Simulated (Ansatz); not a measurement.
Bi, DFT, LDA, all-electron LAPW, scalar-relativistic (Ansatz 0.2.0), run on 1 thread of Arm Neoverse V1 on a shared host.

Structure: COD 9009658, as refined from experiment and not relaxed.

Command: `ansatz run input.yaml --threads 1 --pin off --max-ram 3072MiB --backend cpu --events-out ev --progress --plain --runs-dir out`

```yaml
crystal:
  lattice:
    - [2.2729996784, 1.3123169762, 3.954]
    - [-2.2729996784, 1.3123169762, 3.954]
    - [0.0, -2.6246339523, 3.954]
  atoms:
    - { symbol: Bi, position: [0.23389, 0.23389, 0.23389] }
    - { symbol: Bi, position: [0.76611, 0.76611, 0.76611] }
kpoints:
  mp_grid: { grid: [11, 11, 11] }
  band_path:
    path:
      - [0.0, 0.0, 0.0]
      - [0.5, 0.5, 0.5]
      - [0.7598966753, 0.2401033247, 0.5]
      - [0.5, -0.2401033247, 0.2401033247]
      - [0.5, 0.0, 0.0]
      - [0.0, 0.0, 0.0]
      - [0.3700516624, -0.3700516624, 0.0]
      - [0.6299483376, 0.0, 0.3700516624]
      - [0.5, 0.0, 0.5]
    npoints: 14
scf:
  occupations: { method: fermi_dirac, width: 0.03 }
hamiltonian:
  xc: lda
  pseudopotentials: { kind: all_electron, lapw: { basis_error: 0.00025 } }
output:
  forces: true
  stress: true
  eigenvalues: true
  fatbands: true
  populations: true
  dos: { projected: true, de: 0.2, e_range: [-14, 8] }
```

Task: How large is the problem that the program sets up?

Result: 146 irreducible k-points, 617 plane waves at Γ, 45 bands.

Task: About how long does it take, and how much memory does it use?

Result: 2.3 min of wall time for 7 SCF iterations, with a peak of 0.8 GiB. Times on shared machines scatter by tens of per cent.

Task: And the same cell and mesh by frozen-core PAW, asked for forces, stress, eigenvalues, efg, populations, bader, dos, write_density, write_potential, elf and the same band path, on the same hardware?

Result: 30 s, peak memory 0.47 GiB.

Task: And the same cell and mesh by all-electron PAW (datasets made for this crystal), asked for forces, stress, eigenvalues, efg and the same band path, on the same hardware?

Result: 27 s, peak memory 0.58 GiB.
